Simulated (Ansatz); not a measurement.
Sn (diamond)

```
Sn
1.0
    0.00000     3.32763     3.32763
    3.32763     0.00000     3.32763
    3.32763     3.32763     0.00000
Sn
2
Direct
  0.50000   0.50000   0.50000
  0.75000   0.75000   0.75000
```

In this cell atom 2 (Sn, nearest neighbour Sn at 2.882 Å; its periodic images, 4.7 Å or more away, move with it) is moved by s along Cartesian [111], unit vector (0.577, 0.577, 0.577); all other atoms and the cell stay fixed.

Method: PBE (plane waves to 420 eV, PAW, scalar-relativistic; Ansatz, an electronic-structure program). k mesh 10×10×10 (Γ-centred), Fermi-Dirac smearing 0.05 eV. With partly filled bands, energies and forces of such displacements shift with the k mesh and the smearing. F∥ is the force on the atom along that direction. Sn was relaxed with its symmetry unable to fall. The relaxed volume of Sn is well above the measured one; the method has no dispersion term. 

```json
[
 {"s (Å)": "-0.290", "F∥ (eV/Å)": "2.840"},
 {"s (Å)": "-0.232", "F∥ (eV/Å)": "2.104"},
 {"s (Å)": "-0.174", "F∥ (eV/Å)": "1.455"},
 {"s (Å)": "-0.116", "F∥ (eV/Å)": "0.888"},
 {"s (Å)": "-0.058", "F∥ (eV/Å)": "0.399"},
 {"s (Å)": "0.000", "F∥ (eV/Å)": "0.000"},
 {"s (Å)": "0.058", "F∥ (eV/Å)": "-0.333"},
 {"s (Å)": "0.116", "F∥ (eV/Å)": "-0.640"},
 {"s (Å)": "0.174", "F∥ (eV/Å)": "-0.909"},
 {"s (Å)": "0.232", "F∥ (eV/Å)": "-1.130"},
 {"s (Å)": "0.290", "F∥ (eV/Å)": "-1.287"}
]
```

What is the force constant k = d²E/ds² of this move at s = 0?

6.22 eV/Å². The forces along the line at the two nearest points give (0.399 − (-0.333)) / (2·0.058) = 6.31 eV/Å²; the next pair corrects for the finite step.

With two atoms in the cell this is the zone-centre optical mode. What wavenumber follows?

169 cm⁻¹. Reduced mass μ = 59.35 u; ν̃ = 521.5·√(k/μ) with k = 6.22 eV/Å².

(A displaced cell: forces are minus the slopes of the energy, force constants its curvatures, and phonons follow from these.)
